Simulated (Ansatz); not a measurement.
Here is the system:

Br in space group Immm (No. 71; Br on 2a), a = 2.5874 Å, b = 3.3547 Å, c = 6.9845 Å, α = β = γ = 90.00°; the cell used has 1 atom.

This is the r²SCAN+D4-relaxed structure.

### Question
All from r²SCAN+D4 (plane waves, PAW; program Ansatz), unless another level is named. Predict the electronic character.

### Answer
metallic (no gap).

### Question
Next, the density of states at the Fermi level?

### Answer
0.45 states/eV per atom (mean over ±0.08 eV).

The first step of the workflow began from a Materials Project structure, measured or hypothetical; the Crystallography Open Database copy checked does not list it. It is not the usual solid phase (space group No. 64). The r²SCAN+D4 relaxation kept the symmetry of its start; its stability against distortions is not shown here. The substance is a gas or liquid at ambient conditions. With an odd number of electrons in the cell and no spin polarisation, the count alone makes it a metal. Spin–orbit coupling is left out wherever it is not named.

Potentials: the later of the program's two PAW sets.
